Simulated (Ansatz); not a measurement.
**Cs2TlHgF6 single point**

input.yaml (Ansatz 0.2.0)

```yaml
crystal:
  lattice:
    - [0.0, 4.77554, 4.77554]
    - [4.77554, 0.0, 4.77554]
    - [4.77554, 4.77554, 0.0]
  atoms:
    - { symbol: Tl, position: [0.5, 0.5, 0.5] }
    - { symbol: Cs, position: [0.25, 0.25, 0.25] }
    - { symbol: Cs, position: [0.75, 0.75, 0.75] }
    - { symbol: F, position: [0.77, 0.23, 0.23] }
    - { symbol: F, position: [0.23, 0.77, 0.23] }
    - { symbol: F, position: [0.23, 0.77, 0.77] }
    - { symbol: F, position: [0.77, 0.23, 0.77] }
    - { symbol: F, position: [0.23, 0.23, 0.77] }
    - { symbol: F, position: [0.77, 0.77, 0.23] }
    - { symbol: Hg, position: [0.0, 0.0, 0.0] }
  symmetry: { tolerance: 0.0003 }
kpoints:
  mp_grid: { grid: [6, 6, 6], shift: [0, 0, 0] }
  band_path:
    path:
      - [0.0, 0.0, 0.0]
      - [0.5, 0.0, 0.5]
      - [0.625, 0.25, 0.625]
      - [0.375, 0.375, 0.75]
      - [0.0, 0.0, 0.0]
      - [0.5, 0.5, 0.5]
      - [0.5, 0.25, 0.75]
      - [0.5, 0.0, 0.5]
    npoints: 8
magnetization:
  spin_polarized: false
scf:
  occupations: { method: fermi_dirac, width: 0.0499 }
  lower_state_search: "off"
  max_iter: 200
hamiltonian:
  pseudopotentials: { kind: paw }
  xc: pbesol
basis:
  ecutwfc: 420
  fft_grid_basis: typed
output:
  forces: true
  stress: true
  eigenvalues: true
  bader: true
  populations: true
  elf: true
  write_potential: true
  volumetric_format: npy
  dos:
    e_range: [-12, 8]
    de: 0.05
    projected: { site_lists: { Cs: [Cs], F: [F], Hg: [Hg], Tl: [Tl] } }
checkpoint:
  read: saved_state
```

The run starts from an earlier solution of this cell. 

Parts of the output:

```
SCF iter   1: F=—  Δρ=1.32e-3  dr2=5.39e-4
SCF iter   2: F=—  Δρ=6.63e-4  dr2=1.28e-4
SCF iter   3: F=—  Δρ=1.56e-4  dr2=3.30e-5
SCF iter   4: F=—  Δρ=4.02e-5  dr2=3.57e-6
SCF iter   5: F=—  Δρ=1.65e-5  dr2=6.89e-7
SCF iter   6: F=-40941.3759 eV  Δρ=3.20e-6  dr2=2.51e-8
Free energy (F): -40941.3759 eV
Harris-Foulkes:  -40941.3759 eV  (|F-HF|=3.25e-8)
Internal energy: -40941.3647 eV  (E = F + TS)
E sigma→0 (E₀):  -40941.3703 eV
Entropy (-TS):   -0.0112 eV (-1.119 meV/atom)
Fermi energy:    4.2637 eV
--- Forces (eV/Å), atoms counted from 1 ---
  atom   1  Tl     0.0000     0.0000     0.0000
  atom   2  Cs     0.0000     0.0000     0.0000
  atom   3  Cs     0.0000     0.0000     0.0000
  atom   4  F      0.8348     0.0000     0.0000
  atom   5  F      0.0000     0.8348     0.0000
  atom   6  F     -0.8348     0.0000     0.0000
  atom   7  F      0.0000    -0.8348     0.0000
  atom   8  F      0.0000     0.0000     0.8348
  atom   9  F      0.0000     0.0000    -0.8348
  atom  10  Hg     0.0000     0.0000     0.0000
--- Stress (GPa, compression-positive) ---
       -1.8289       0.0000       0.0000
        0.0000      -1.8289       0.0000
        0.0000       0.0000      -1.8289
  P = ⅓ Tr σ = -1.8289 GPa (-18.289 kbar)
--- Löwdin populations: 10 sites ---
  site symbol       q [e]
     0     Tl     12.3703
     1     Cs      8.1203
     2     Cs      8.1203
     3      F      7.6018
     4      F      7.6018
     5      F      7.6018
     6      F      7.6018
     7      F      7.6018
     8      F      7.6018
     9     Hg     18.4160
  spilling = 0.0039 (of n_electrons = 93.0000)
```

Origin: a known structure type with other elements, at an estimated volume, so it need not be a known compound. Caveats: odd electron count without spin polarisation, so a magnetic state may lie lower.
